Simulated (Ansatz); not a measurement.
Polymorphs of Ga$_{2}$O$_{3}$, each relaxed with plane-wave PAW r²SCAN (Ansatz code):

A: C2/m
a = 12.2536 Å, b = 3.0392 Å, c = 5.8080 Å, α = γ = 90.00°, β = 103.81°

```
atom  site  symmetry       x       y       z
----  ----  --------  ------  ------  ------
Ga      4i         m  0.1587  0.5000  0.3143
Ga      4i         m  0.0905  0.0000  0.7947
O       4i         m  0.4963  0.0000  0.2562
O       4i         m  0.1733  0.0000  0.5636
O       4i         m  0.1642  0.0000  0.1091
```

B: La2O3 or Ni2Al3 type (P-3m1)
a = b = 2.9911 Å, c = 6.8406 Å, α = β = 90.00°, γ = 120.00°

| atom | site | symmetry | x | y | z |
|---|---|---|---|---|---|
| Ga | 2d | 3m. | 0.3333 | 0.6667 | 0.2041 |
| O | 1a | -3m. | 0.0000 | 0.0000 | 0.0000 |
| O | 2d | 3m. | 0.6667 | 0.3333 | 0.3086 |

Put the candidates in order of energy per atom at 0 K, lowest first, for r²SCAN.

A (+0 meV/atom), B (+179 meV/atom)

Give each one's gap.

A 3.03 eV; B 3.13 eV.

Constructed cells (a structure type filled with these elements, in neither database checked): B. Not the usual ambient phase: B. Unstable at this level: B. All cells were relaxed under the symmetry of their starts (and spin orders); stability against distortions was not tested throughout. Scalar-relativistic: spin–orbit coupling is off unless named, which matters more the heavier the elements.

Energies hold the estimated change up to a 700 eV cutoff; steps of a few meV lie near the error of the meshes.

Potentials: the earlier of the program's two PAW sets.
